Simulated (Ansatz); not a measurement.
WO$_{3}$:
```
CELL_PARAMETERS angstrom
      2.70204    -2.70791     0.00000
      2.70204     2.70791     0.00000
      0.00000     0.00000     7.42489
ATOMIC_POSITIONS crystal
  W  0.55661 0.44339 0.75000
  W  0.44339 0.55661 0.25000
  O  0.50000 0.50000 0.50000
  O  0.50000 0.50000 0.00000
  O  0.47937 0.02003 0.25000
  O  0.52063 0.97997 0.75000
  O  0.02003 0.47937 0.75000
  O  0.97997 0.52063 0.25000
```

This is the LDA-relaxed structure.

**Question.** All from LDA (plane waves, PAW; program Ansatz), unless another level is named. Give the Poisson's ratio.

**Answer.** 0.32.

**Question.** Next, the highest zone-centre frequency (without LO–TO term)?

**Answer.** 1012 cm⁻¹.

Space group Cmcm. The first step of the workflow began from a Materials Project structure, measured or hypothetical; the Crystallography Open Database copy checked does not list it. COD files the formula under space group No. 2, 14, 62, 129, 130, 191, so this cell is another polymorph or a model. Its standing as an ambient phase is unchecked. Symmetry was held in the LDA relaxation; phonons on a q-mesh show weakly imaginary modes. No spin polarisation was allowed. No Hubbard U is applied. Spin–orbit coupling is left out wherever it is not named.

Potentials: the later of the program's two PAW sets.
